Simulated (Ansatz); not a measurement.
LaGa₃Pd₂ in space group P6/mmm (No. 191; La on 1a, Ga on 3g, Pd on 2c), PBE (plane waves, PAW; program Ansatz), all energies at zero smearing, with the estimated change up to a 700 eV cutoff added, with one set of potentials and settings (totals compare only within such a set). Cell of 6 atoms (1 La, 3 Ga, 2 Pd): -31549.741 eV.

```csv
element,reference phase,E (eV/atom)
La,"P6_3/mmc, 4 atoms in the cell",-6250.3045
Ga,"Cmce, 4 atoms in the cell",-3783.0259
Pd,"Fm-3m, 1 atoms in the cell",-6972.9107
```

Formation energy per atom, worked out: (-31549.741 − 1×(-6250.3045) − 3×(-3783.0259) − 2×(-6972.9107))/6 = -0.756 eV/atom (-73 kJ per mol of atoms), at 0 K, without zero-point energy or fitted corrections.

The workflow started from a Materials Project entry (that database holds measured and hypothetical structures alike); the Crystallography Open Database files this formula in space group No. 191, but the cells were not matched. Its standing as an ambient phase is unchecked. Symmetry was held in the PBE relaxation; whether a distortion lowers the energy is not shown. The run is not spin-polarised. The references are the lowest solids computed at this level, not always the standard phases. Scalar-relativistic: spin–orbit coupling is off unless named, which matters more the heavier the elements.

Potentials: the earlier of the program's two PAW sets.
